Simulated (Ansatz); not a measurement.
CaO:
```
CaO
1.0
    0.00000     2.62175     2.62175
    2.62175     0.00000     2.62175
    2.62175     2.62175     0.00000
Ca O
1 1
Direct
  0.00000   0.00000   0.00000
  0.25000   0.25000   0.25000
```

Relaxed with PBE. Special points in fractions of this cell's reciprocal vectors: Γ (0.000, 0.000, 0.000); X (0.500, 0.000, 0.500); U (0.625, 0.250, 0.625); K (0.375, 0.375, 0.750); L (0.500, 0.500, 0.500); W (0.500, 0.250, 0.750).

Q: List the band energies nearest the valence-band maximum at these points for PBE (plane waves, PAW; program Ansatz).

A: In eV from the valence-band maximum; about four levels below and three above (degenerate sets whole), none deeper than 8.9 eV; points with the same levels are listed once.

```json
[
 {"k": "Γ", "below": "-0.59 -0.59 -0.59", "above": "3.27 7.90 7.90"},
 {"k": "X", "below": "-1.39 0.00 0.00", "above": "4.91 6.58 8.92"},
 {"k": "U", "below": "-1.04 -0.27 -0.10", "above": "4.99 6.69 8.11"},
 {"k": "L", "below": "-0.98 -0.34 -0.34", "above": "6.09 7.80 7.80"},
 {"k": "W", "below": "-0.82 -0.55 0.00", "above": "4.94 6.40 8.46"}
]
```

Space group F-43m (zinc blende). The start of the workflow was typed in or built on a structure type; neither database checked (COD, Materials Project) lists it. It is not the phase usual at ambient conditions (space group No. 225). The PBE relaxation kept the symmetry of its start; its stability against distortions is not shown here.

Potentials: the later of the program's two PAW sets.
